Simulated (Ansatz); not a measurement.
TiTeSe:
```cif
data_SeTeTi
_chemical_formula_sum 'Ti1 Te1 Se1'
_space_group_name_H-M_alt 'P 1'
_space_group_IT_number 1
_cell_length_a 3.66279
_cell_length_b 3.66279
_cell_length_c 6.48935
_cell_angle_alpha 90.000
_cell_angle_beta 90.000
_cell_angle_gamma 120.000
loop_
_space_group_symop_operation_xyz
  'x, y, z'
loop_
_atom_site_label
_atom_site_type_symbol
_atom_site_fract_x
_atom_site_fract_y
_atom_site_fract_z
_atom_site_occupancy
Ti1 Ti 0.00000 0.00000 0.97845 1
Te1 Te 0.66667 0.33333 0.25805 1
Se1 Se 0.33333 0.66667 0.76351 1
```

Relaxed with r²SCAN+D4.

Task: Tabulate the valence density and the electron localisation function along the shortest Ti–Te contact (2.79 Å), r²SCAN+D4 in the plane-wave PAW code Ansatz.

Result: 

```csv
distance from Ti (Å),density (e/Å³),ELF
0.28,8.98,0.25
0.42,7.03,0.57
0.56,4.47,0.71
0.70,2.26,0.68
0.84,0.97,0.47
0.98,0.49,0.26
1.11,0.35,0.26
1.25,0.33,0.45
1.39,0.36,0.65
1.53,0.43,0.70
1.67,0.54,0.64
1.81,0.69,0.54
1.95,1.02,0.45
2.09,2.22,0.32
2.23,4.91,0.16
2.37,8.86,0.04
2.51,13.10,0.01
```

The density is the valence pseudo-density with augmentation charge, so density and ELF within about 1 Å of a nucleus are not all-electron values.

Space group P3m1. The workflow started from a Materials Project entry (that database holds measured and hypothetical structures alike); the Crystallography Open Database copy checked does not list it. Whether it is the stable phase at ambient conditions was not checked. The cell was relaxed with r²SCAN+D4 under the symmetry of its start; whether a distortion lowers the energy is not shown. The run is not spin-polarised. Spin–orbit coupling is left out wherever it is not named.

Potentials: the later of the program's two PAW sets.
